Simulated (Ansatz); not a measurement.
Ni:
```cif
data_Ni
_chemical_formula_sum 'Ni1'
_space_group_name_H-M_alt 'P 1'
_space_group_IT_number 1
_cell_length_a 2.42121
_cell_length_b 2.42121
_cell_length_c 2.42121
_cell_angle_alpha 60.000
_cell_angle_beta 60.000
_cell_angle_gamma 60.000
loop_
_space_group_symop_operation_xyz
  'x, y, z'
loop_
_atom_site_label
_atom_site_type_symbol
_atom_site_fract_x
_atom_site_fract_y
_atom_site_fract_z
_atom_site_occupancy
Ni1 Ni 0.00000 0.00000 0.00000 1
```
Starting moments (μB, in the order of the atoms Ni): 0.6.

This is the LDA-relaxed structure.

Problem. All from LDA (plane waves, PAW; program Ansatz), unless another level is named. Give the Hill bulk and shear moduli.

Solution. 254 and 114 GPa.

Problem. Give the elastic constants (relaxed ions, GPa).

Solution. C11 = 347, C12 = 208, C44 = 160.

Space group Fm-3m (fcc (Cu type)). The cell was relaxed with LDA under the symmetry of its start. Magnetic state: ferromagnetic, chosen from 3 collinear starts compared on coarse meshes (ties went to the first, and starts can fall back to one state), not a proven ground state. Textbook magnetic order: ferromagnetic. As this level gives no gap, shear constants depend on the k-mesh and smearing (Fermi–Dirac, 0.1 eV here).

Potentials: the later of the program's two PAW sets.
